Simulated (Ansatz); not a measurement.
# ZnS: the gap against volume

ZnS, P6_3mc, a = 3.848 Å, c = 25.159 Å. The compound has several low-lying forms, and this is one of them. Ansatz: PBE, PAW, 420 eV, Γ-centred 12×12×2 mesh on 16 atoms, Gaussian smearing 0.02 eV; no spin polarisation. Shape and atoms are relaxed at each volume; x = ln(V/V0) with V0 = 20.161 Å³/atom. The gap is read at the mesh points alone.

| x | gap y (eV) |
| --- | --- |
| -0.1278 | 2.599 |
| -0.0943 | 2.447 |
| -0.0619 | 2.304 |
| -0.0305 | ? |
| 0.0000 | 2.032 |
| 0.0296 | 1.905 |
| 0.0583 | 1.784 |
| 0.0953 | 1.630 |

Task: Fit a straight line to the other rows, give the volume deformation potential of the gap and its pressure coefficient, and predict the missing gap. B0 = 69.4 GPa.

Result: Means x = -0.01440, y = 2.1001; Σ(Δx)² = 0.04096, ΣΔxΔy = -0.1781; the slope is their ratio. y = 2.0375 − 4.3477 x. The slope is the deformation potential a = dE_g/d ln V = -4.35 eV, and dE_g/dP = −a/B0 = 62.6 meV/GPa. At x = -0.0305 the fit asked for gives 2.170 eV. The run gave 2.165 eV, so the fit is 0.005 eV too high, within twice the rms miss on the fitted rows (0.004 eV).

Semilocal functionals give gaps under the measured ones; changes of the gap mostly carry over better.

Cost: 8 runs of about 68 core-minutes in all, on Intel Xeon Processor @ 2.50GHz (Skylake/Cascade Lake) (shared hosts).